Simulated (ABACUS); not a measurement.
A self-consistent single point of Zn2SeS (P-4m2, 4 atoms in the cell; from Materials Project mp-1215430, changed as shown).

```xyz
4
Lattice="3.9352 0.0000 0.0000 0.0000 3.9352 0.0000 0.0000 0.0000 5.5587" Properties=species:S:1:pos:R:3 pbc="T T T"
Zn     1.9676     0.0000     4.2416
Zn     0.0000     1.9676     1.3171
Se     0.0000     0.0000     2.7793
S      1.9676     1.9676     0.0000
```

Computed with PBEsol, PseudoDojo 0.4 standard norm-conserving PBEsol (tails mended) pseudopotentials (plane waves; ABACUS).

ABACUS settings:

* **KPT**: Gamma 5 5 3 0 0 0
* **basis_type**: pw
* **dft_functional**: PBESOL
* **ecutwfc**: 86 Ry
* **smearing_method**: gaussian
* **smearing_sigma**: 0.00367493 Ry
* **potentials**: PseudoDojo 0.4 standard norm-conserving PBEsol (tails mended)
* **symmetry**: 1
* **ks_solver**: dav_subspace
* **scf_nmax**: 100
* **scf_thr**: 1.0e-09 Ry
* **mixing_type**: broyden
* **mixing_beta**: 0.7

Results:

- Number of valence electrons: 62
- Number of bands: 41
- Number of k-points after the program's reduction: 12
- Number of plane waves (most at a k-point): 7850
- Number of SCF iterations: 8
- FFT grid: 45 × 45 × 64
- Free energy E − TS: -14968.0743 eV
- Pressure: -2.47 GPa
- Largest force (vector length): 0.005 eV/Å

Forces (eV/Å):
| atom | Fx | Fy | Fz |
|---|---|---|---|
| Zn1 | 0.000 | 0.000 | -0.005 |
| Zn2 | 0.000 | 0.000 | 0.005 |
| Se3 | 0.000 | 0.000 | 0.000 |
| S4 | 0.000 | 0.000 | 0.000 |

Stress (GPa, positive for compression):
```
-2.45   0.00   0.00
 0.00  -2.45   0.00
 0.00   0.00  -2.51
```

For comparison: a first run was changed to give this one (volume scaled by 1.02), and from it to this one the free energy rises by 4.9 meV/atom, the pressure goes from -1.22 to -2.47 GPa and the largest force hardly changes (0.006 to 0.005 eV/Å).

The structure comes from a collection of computed structures, made at another level of theory; the collection holds predicted forms beside known ones.

Cost on one core: very roughly 24 core-seconds.

“Tails mended”: in these copies of the files the far tail of each local potential was reset to the Coulomb form.
